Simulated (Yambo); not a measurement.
Yambo run on PbF2 (fluorite, space group Fm-3m, No. 225). The wavefunctions are PBE (stringent potentials; Quantum ESPRESSO, PseudoDojo norm-conserving, 88 Ry, scalar-relativistic) ones on a 4×4×4 mesh (18 occupied bands); a = b = c = 4.1672 Å, α = β = γ = 60.00°.

Yambo input:

```
rim_cut
HF_and_locXC
RandQpts= 1000000
RandGvec= 1 Ry
EXXRLvcs= 88 Ry
VXCRLvcs= 352 Ry
% QPkrange
 1 | 1 | 18 | 19 |
 3 | 3 | 18 | 19 |
 7 | 7 | 18 | 19 |
 8 | 8 | 18 | 19 |
%
```

k points by index: 1 = Γ, 3 = L, 7 = X, 8 = W.

The o-*.hf file then holds:

```
#    K-point    Band    Eo [eV]    Ehf [eV]    Vxc [eV]    Vnlxc [eV]
#
    1    18    -2.086738    -9.572247    -21.85858    -29.34409
    1    19    6.813703    11.48291    -11.33998    -6.670765
    3    18    -0.045553    -5.098649    -21.57784    -26.63093
    3    19    5.037099    8.614254    -13.57139    -9.994231
    7    18    -0.147334    -4.612449    -20.02585    -24.49096
    7    19    4.440624    8.439048    -11.25536    -7.256937
    8    18    0.000000    -4.553431    -20.64046    -25.19389
    8    19    6.104219    10.34517    -13.43648    -9.195528
```
Exchange alone, without screening.

Spin-orbit coupling is not included.

Geometry relaxed with PBEsol.
